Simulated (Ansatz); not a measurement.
Calculated Sc-45 nuclear quadrupole resonance for Sc2Ge2O7

Cell: a computed structure from the Materials Project (it need not be an observed phase), atoms as given.

Space group Fd-3m:1 (No. 227); a = 9.6238 Å.

| site | Wyckoff | site symmetry | x | y | z |
| --- | --- | --- | --- | --- | --- |
| Sc | 16c | .-3m | 0.6250 | 0.6250 | 0.1250 |
| Ge | 16d | .-3m | 0.3750 | 0.1250 | 0.8750 |
| O9 | 8a | -43m | 0.7500 | 0.7500 | 0.2500 |
| O10 | 48f | 2.mm | 0.7931 | 0.5000 | 0.0000 |

One atom of each set is listed; the run and its k-mesh use a cell of 22 atoms with edges of 6.81, 6.81, 6.81 Å.

The numbers come from a DFT calculation in Ansatz (PBE, plane waves and PAW, scalar-relativistic, 420 eV cutoff, Γ-centred 4×4×4 k-points, Fermi–Dirac smearing 0.02 eV).

Sc-45: I = 7/2, Q = -220.0 mb (year-2017 value). Static lattice, zero field.

Problem. At which frequencies do the Sc-45 NQR lines lie?

Solution. For I = 7/2 and η = 0 the lines are |C_Q|/14 times 1, 2 and 3; η shifts the lowest up most.

```csv
site,atoms,V_zz (10²¹ V/m²),C_Q (MHz),η,line frequencies (MHz)
Sc,4,-4.56,24.2,0.00,"1.73, 3.46, 5.19"
```

An axis of threefold or higher order runs through Sc, so V_zz lies along it and η is zero.

At this cell the PBE pressure is 6 GPa, so with PBE the cell would grow if it were relaxed. The entry's cell may itself be off. The largest force is 0.3 eV/Å, so the atoms aren't at the calculated equilibrium and relaxing them would move these values.

The run took 21 s of wall time (21 s of CPU time) and 0.66 GiB at its peak, on 1 thread of Arm Neoverse V2 (aarch64; 8 cores open to the job, memory cap 2.5 GiB, no GPU), a shared host with a load of 0.4 a core.
